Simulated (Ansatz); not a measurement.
Nb3Ir (A15 (Cr3Si type), Pm-3n) at seven volumes, PBEsol in the plane-wave PAW code Ansatz, scaled uniformly. One row is withheld.

```json
[
 {"V (Å³/atom)": "15.205", "P (GPa)": "27.28"},
 {"V (Å³/atom)": "15.706", "P (GPa)": "16.76"},
 {"V (Å³/atom)": "16.207", "P (GPa)": "?"},
 {"V (Å³/atom)": "16.709", "P (GPa)": "0.00"},
 {"V (Å³/atom)": "17.210", "P (GPa)": "-6.64"},
 {"V (Å³/atom)": "17.711", "P (GPa)": "-12.32"},
 {"V (Å³/atom)": "18.212", "P (GPa)": "-17.17"}
]
```

### Question
Fit the shown pressures and predict the withheld one.

### Answer
P = (3/2)B₀(x^(7/2) − x^(5/2))[1 + (3/4)(B′ − 4)(x − 1)] with x = (V₀/V)^(2/3). Least squares on the six rows gives V₀ = 16.709 Å³/atom, B₀ = 238 GPa, B′ = 4.13. At V = 16.207, x = 1.0205 and P = 7.73 GPa. The run itself gave 7.74 GPa.

The first step of the workflow began from a Materials Project structure, measured or hypothetical; the Crystallography Open Database files this formula in space group No. 223, but the cells were not matched. Its standing as an ambient phase is unchecked. Symmetry was held in the PBEsol relaxation; of distortions, only those at the zone centre were tested. The run is not spin-polarised. Spin–orbit coupling is left out wherever it is not named.

Potentials: the later of the program's two PAW sets.
